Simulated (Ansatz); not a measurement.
SiSe2:
```yaml
crystal:
  lattice:
    - [3.44696, 0.00000, 0.00000]
    - [-1.72348, 2.98516, 0.00000]
    - [0.00000, 0.00000, 13.00988]
  atoms:
    - { symbol: Si, position: [0.33333, 0.66667, 0.25000] }
    - { symbol: Si, position: [0.66667, 0.33333, 0.75000] }
    - { symbol: Se, position: [0.33333, 0.66667, 0.62763] }
    - { symbol: Se, position: [0.66667, 0.33333, 0.12763] }
    - { symbol: Se, position: [0.66667, 0.33333, 0.37237] }
    - { symbol: Se, position: [0.33333, 0.66667, 0.87237] }
```

Relaxed with PBE. Special points in fractions of this cell's reciprocal vectors: Γ (0.000, 0.000, 0.000); M (0.500, 0.000, 0.000); K (0.333, 0.333, 0.000); A (0.000, 0.000, 0.500); L (0.500, 0.000, 0.500); H (0.333, 0.333, 0.500).

List the band energies nearest the Fermi level at these points for PBE (plane waves, PAW; program Ansatz).

In eV from the Fermi level; about four levels below and three above (degenerate sets whole), none deeper than 8.9 eV; points with the same levels are listed once.

```tsv
k	below	above
Γ	-1.06 -1.06 -1.00 -1.00	0.30 0.30 0.41 0.41
M	-0.91 -0.80 -0.46 -0.01	1.42 1.83 3.04
K	-3.65 -3.32 -0.60 -0.60	0.64 0.64 1.49
A	-1.03 -1.03 -1.03 -1.03	0.35 0.35 0.35 0.35
L	-1.01 -1.01 -0.27 -0.27	1.72 1.72 3.49 3.49
H	-3.49 -3.49 -0.80 -0.80	0.90 0.90 1.93 1.93
```

Space group P6_3/mmc. A made-up cell: these elements were put on the sites of a structure type; neither database checked (COD, Materials Project) lists it. COD files the formula under space group No. 72, so this cell is another polymorph or a model. Whether it is the stable phase at ambient conditions was not checked. Symmetry was held in the PBE relaxation; its stability against distortions is not shown here. A crystal of weakly bound layers computed without a dispersion correction: the cell and the soft elastic constants depend strongly on that. Spin–orbit coupling is left out wherever it is not named.

Potentials: the later of the program's two PAW sets.
